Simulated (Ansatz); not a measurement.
Mg₂SeS:
```yaml
crystal:
  lattice:
    - [4.05562, 0.00000, 0.00000]
    - [0.00000, 4.05562, 0.00000]
    - [0.00000, 0.00000, 5.72219]
  atoms:
    - { symbol: Mg, position: [0.50000, 0.00000, 0.73704] }
    - { symbol: Mg, position: [0.00000, 0.50000, 0.26296] }
    - { symbol: Se, position: [0.50000, 0.50000, 0.00000] }
    - { symbol: S, position: [0.00000, 0.00000, 0.50000] }
```

Cartesian axes are those of the cell as given.

Question: Give the high-frequency dielectric tensor and the Born effective charge tensors of the independent atoms from DFPT, DFT-LDA in the program Ansatz with PAW potentials.

Answer: 
ε∞:
```
4.50  0.00  0.00
0.00  4.50  0.00
0.00  0.00  4.51
```
Z* of atom 1 (Mg), rows: field, columns: displacement, in e:
```
1.87  0.00  0.00
0.00  1.88  0.00
0.00  0.00  1.88
```
Z* of atom 3 (Se), rows: field, columns: displacement, in e:
```
-1.77   0.00   0.00
 0.00  -1.77   0.00
 0.00   0.00  -1.84
```
Z* of atom 4 (S), rows: field, columns: displacement, in e:
```
-1.98   0.00   0.00
 0.00  -1.98   0.00
 0.00   0.00  -1.92
```

Space group P-4m2. The workflow started from a Materials Project entry (that database holds measured and hypothetical structures alike); the Crystallography Open Database copy checked does not list it. Whether it is the stable phase at ambient conditions was not checked. The cell was relaxed with LDA under the symmetry of its start; its stability against distortions is not shown here. Spin–orbit coupling is left out wherever it is not named.

Potentials: the later of the program's two PAW sets.
